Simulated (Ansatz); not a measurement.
LaAgO$_{2}$ in space group R-3m (No. 166; La on 3b, Ag on 3a, O on 6c), r²SCAN (plane waves, PAW; program Ansatz). The conduction-band minimum lies at Γ, with 1 equivalent valley. Second derivatives d²E/dk² of the lowest band at one valley (eV·Å²), along Cartesian directions:

```
direction  d²E/dk²
---------  -------
[100]        8.394
[010]        8.394
[001]        13.02
[110]        8.394
[101]        10.71
[011]        10.71
```

Find the principal effective masses, the density-of-states mass and the conductivity mass.

Off-diagonal terms follow from H_xy = H[110] − (H_xx + H_yy)/2, and m*/mₑ = 7.620 eV·Å² over each eigenvalue: 0.59, 0.91, 0.91. One valley's DOS mass (m₁m₂m₃)^(1/3) = 0.78, conductivity mass 3/(Σ 1/mᵢ) = 0.77 mₑ.

What effective density of states Nc follows at 300 K for parabolic valleys?

Nc = 2.509e19 × 1 × (0.78)^(3/2) ≈ 1.7e19 cm⁻³.

The first step of the workflow began from a Materials Project structure, measured or hypothetical; the Crystallography Open Database copy checked does not list it. Whether it is the stable phase at ambient conditions was not checked. The r²SCAN relaxation kept the symmetry of its start; whether a distortion lowers the energy is not shown. The run is not spin-polarised. Spin–orbit coupling is left out wherever it is not named.

Potentials: the later of the program's two PAW sets.

Edges and masses are those of Kohn–Sham bands, whose gap is no quasiparticle gap.
